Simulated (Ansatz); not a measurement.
Here is the system:

Starting cell, Zr (hcp, Mg type):

```yaml
crystal:
  lattice:
    - [3.24516, 0.00000, 0.00000]
    - [-1.62258, 2.81039, 0.00000]
    - [0.00000, 0.00000, 5.15415]
  atoms:
    - { symbol: Zr, position: [0.33333, 0.66667, 0.75000] }
    - { symbol: Zr, position: [0.66667, 0.33333, 0.25000] }
```

In each cell atom 2 (Zr, nearest neighbour Zr at 3.186 Å; its periodic images, 3.2 Å or more away, move with it) moves by s·(-0.509, 0.294, -0.809) (towards the nearest neighbour), the rest being held.

Method: r2SCAN (plane waves to 500 eV, PAW, scalar-relativistic; Ansatz, a program for electronic structure). k mesh 13×13×7 (Γ-centred), Fermi-Dirac smearing 0.05 eV. E stands for the smeared free energy. Left out: 1 of 11 points, with atoms too close for the PAW data. With partly filled bands, energies and forces of such displacements shift with the k mesh and the smearing. Zr is run without spin polarisation. Zr was relaxed with its symmetry unable to fall. ΔE is measured from the undisplaced structure.

The scan covers s from -0.640 to 0.512 Å in 10 points.

**Question.** What force acts on the atom along the line at s = -0.640 Å?

**Answer.** 3.03 eV/Å.

**Question.** What is the energy change at s = 0.512 Å?

**Answer.** 506 meV/cell.

(A displaced cell: forces are minus the slopes of the energy, force constants its curvatures, and phonons follow from these.)
